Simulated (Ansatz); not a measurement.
MgS:
```cif
data_MgS
_chemical_formula_sum 'Mg1 S1'
_space_group_name_H-M_alt 'P 1'
_space_group_IT_number 1
_cell_length_a 3.69797
_cell_length_b 3.69797
_cell_length_c 3.69797
_cell_angle_alpha 60.000
_cell_angle_beta 60.000
_cell_angle_gamma 60.000
loop_
_space_group_symop_operation_xyz
  'x, y, z'
loop_
_atom_site_label
_atom_site_type_symbol
_atom_site_fract_x
_atom_site_fract_y
_atom_site_fract_z
_atom_site_occupancy
Mg1 Mg 0.00000 0.00000 0.00000 1
S1 S 0.50000 0.50000 0.50000 1
```

Relaxed with PBE.

Problem. Which orbitals make up the states near the band edges in DFT-PBE in the program Ansatz with PAW potentials?

Solution. Top 1 eV of the valence band: S 3p 97 %. Bottom 1 eV of the conduction band: Mg 3s 75 %, S 3p 7 %, outside the projected shells 14 %. Projections are on Löwdin-orthogonalised atomic valence shells; empty p or d shells of many metals are not among them.

Problem. Tabulate the density of states.

Solution. States/eV per cell of 2 atoms, in 0.25 eV bins, energy from the valence-band maximum.

| E (eV) | total | S 3p | Mg 3s | S 3s |
|---|---|---|---|---|
| -7.85 | 0.00 | 0.00 | 0.00 | 0.00 |
| -7.60 | 0.00 | 0.00 | 0.00 | 0.00 |
| -7.35 | 0.00 | 0.00 | 0.00 | 0.00 |
| -7.10 | 0.00 | 0.00 | 0.00 | 0.00 |
| -6.85 | 0.00 | 0.00 | 0.00 | 0.00 |
| -6.60 | 0.00 | 0.00 | 0.00 | 0.00 |
| -6.35 | 0.00 | 0.00 | 0.00 | 0.00 |
| -6.10 | 0.00 | 0.00 | 0.00 | 0.00 |
| -5.85 | 0.00 | 0.00 | 0.00 | 0.00 |
| -5.60 | 0.00 | 0.00 | 0.00 | 0.00 |
| -5.35 | 0.00 | 0.00 | 0.00 | 0.00 |
| -5.10 | 0.00 | 0.00 | 0.00 | 0.00 |
| -4.85 | 0.00 | 0.00 | 0.00 | 0.00 |
| -4.60 | 0.26 | 0.19 | 0.07 | 0.00 |
| -4.35 | 0.57 | 0.43 | 0.13 | 0.01 |
| -4.10 | 0.96 | 0.75 | 0.18 | 0.02 |
| -3.85 | 2.33 | 1.95 | 0.30 | 0.05 |
| -3.60 | 1.70 | 1.41 | 0.21 | 0.06 |
| -3.35 | 0.63 | 0.50 | 0.08 | 0.04 |
| -3.10 | 0.66 | 0.54 | 0.07 | 0.04 |
| -2.85 | 0.91 | 0.80 | 0.06 | 0.03 |
| -2.60 | 0.97 | 0.86 | 0.05 | 0.03 |
| -2.35 | 1.00 | 0.91 | 0.04 | 0.02 |
| -2.10 | 1.15 | 1.04 | 0.05 | 0.02 |
| -1.85 | 1.43 | 1.31 | 0.06 | 0.01 |
| -1.60 | 1.94 | 1.82 | 0.05 | 0.01 |
| -1.35 | 1.99 | 1.89 | 0.03 | 0.01 |
| -1.10 | 2.02 | 1.93 | 0.02 | 0.01 |
| -0.85 | 2.07 | 2.00 | 0.01 | 0.00 |
| -0.60 | 1.91 | 1.86 | 0.00 | 0.00 |
| -0.35 | 1.06 | 1.04 | 0.00 | 0.00 |
| -0.10 | 0.44 | 0.43 | 0.00 | 0.00 |
| 0.15 | 0.00 | 0.00 | 0.00 | 0.00 |
| 0.40 | 0.00 | 0.00 | 0.00 | 0.00 |
| 0.65 | 0.00 | 0.00 | 0.00 | 0.00 |
| 0.90 | 0.00 | 0.00 | 0.00 | 0.00 |
| 1.15 | 0.00 | 0.00 | 0.00 | 0.00 |
| 1.40 | 0.00 | 0.00 | 0.00 | 0.00 |
| 1.65 | 0.00 | 0.00 | 0.00 | 0.00 |
| 1.90 | 0.00 | 0.00 | 0.00 | 0.00 |
| 2.15 | 0.00 | 0.00 | 0.00 | 0.00 |
| 2.40 | 0.00 | 0.00 | 0.00 | 0.00 |
| 2.65 | 0.00 | 0.00 | 0.00 | 0.00 |
| 2.90 | 0.04 | 0.00 | 0.03 | 0.00 |
| 3.15 | 0.11 | 0.01 | 0.09 | 0.01 |
| 3.40 | 0.18 | 0.01 | 0.13 | 0.01 |
| 3.65 | 0.24 | 0.02 | 0.17 | 0.01 |
| 3.90 | 0.33 | 0.03 | 0.21 | 0.02 |
| 4.15 | 0.42 | 0.04 | 0.25 | 0.02 |
| 4.40 | 0.53 | 0.06 | 0.28 | 0.03 |
| 4.65 | 0.82 | 0.08 | 0.33 | 0.04 |
| 4.90 | 1.32 | 0.12 | 0.45 | 0.06 |
| 5.15 | 1.99 | 0.19 | 0.63 | 0.08 |
| 5.40 | 1.75 | 0.16 | 0.47 | 0.09 |
| 5.65 | 0.83 | 0.05 | 0.14 | 0.03 |
| 5.90 | 0.63 | 0.04 | 0.08 | 0.02 |
| 6.15 | 0.84 | 0.04 | 0.09 | 0.01 |
| 6.40 | 1.71 | 0.08 | 0.14 | 0.01 |
| 6.65 | 1.50 | 0.07 | 0.13 | 0.01 |
| 6.90 | 1.25 | 0.06 | 0.13 | 0.01 |
| 7.15 | 1.29 | 0.05 | 0.10 | 0.01 |
| 7.40 | 1.47 | 0.05 | 0.09 | 0.01 |
| 7.65 | 1.66 | 0.06 | 0.09 | 0.02 |

Space group Fm-3m (rock salt). The PBE relaxation kept the symmetry of its start; phonons on a q-mesh show no instability.

Potentials: the later of the program's two PAW sets.
